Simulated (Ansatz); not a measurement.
ReBPt: rattling a relaxed structure

The structure comes from a generated guess, relaxed at this level; another structure or a mixture of phases may lie lower.

The calculation used Ansatz 0.2.0, DFT PBE, scalar-relativistic, plane waves, PAW. Plane waves to 420 eV, a k mesh through Γ of 12×12×14 on the computed 3-atom cell and Gaussian smearing (0.10 eV); no spin polarisation.

The cell below (3 atoms, space group P-6m2 (No. 187)) is relaxed within its symmetry.

```
CELL_PARAMETERS angstrom
3.75255 0.00000 0.00000
-1.87628 3.24981 0.00000
0.00000 0.00000 3.23505
ATOMIC_POSITIONS crystal
Re 0.00000 0.00000 0.50000
B 0.33333 0.66667 0.50000
Pt 0.66667 0.33333 0.00000
```

For the test a repeat of it with 6 atoms (edges 3.24, 3.75, 6.50 Å) was strained at random (σ = 1.5 % a component), the atoms were moved at random (σ = 0.15 Å), and all was relaxed again on a coarse 6×6×4 mesh (in the run’s order of axes) with 0.20 eV smearing, with no symmetry imposed.

Spin–orbit coupling, which can matter for Pt and Re, is left out.

Question: Is the structure stable against such a distortion?

Answer: It doesn't return. The energy falls by 207 meV/atom on that mesh, the volume changes by -3.9 %, and the end has space group Amm2 (No. 38) at a loose tolerance. Relaxed again on a 14×16×16 mesh with 0.10 eV smearing, the new structure lies 203 meV/atom below the first (mesh in the axes of the run's cell; the cell below is made exact in the group named). Space group Amm2 (No. 38), orthorhombic, a = 3.158 Å, b = 2.966 Å, c = 8.091 Å. Around Re lie 2 B at 2.19 Å, 1 B at 2.43 Å, 6 Pt at 2.78–2.80 Å, 2 Re at 2.97 Å and 2 Re at 3.16 Å; B is surrounded by 2 Re at 2.19 Å, 4 Pt at 2.27 Å and 1 Re at 2.43 Å; Pt is surrounded by 4 B at 2.27 Å, 6 Re at 2.78–2.80 Å and 2 Pt at 2.97 Å.

```cif
data_structure
_symmetry_space_group_name_H-M 'P 1'
_symmetry_Int_Tables_number 1
_cell_length_a 3.1577
_cell_length_b 4.3086
_cell_length_c 4.3086
_cell_angle_alpha 40.260
_cell_angle_beta 90.000
_cell_angle_gamma 90.000
_cell_volume 37.88
loop_
_atom_site_label
_atom_site_type_symbol
_atom_site_fract_x
_atom_site_fract_y
_atom_site_fract_z
_atom_site_occupancy
Re1 Re 0.50000 0.00434 0.00434 1
B1 B 0.50000 0.70412 0.70412 1
Pt1 Pt 0.00000 0.28980 0.28980 1
```
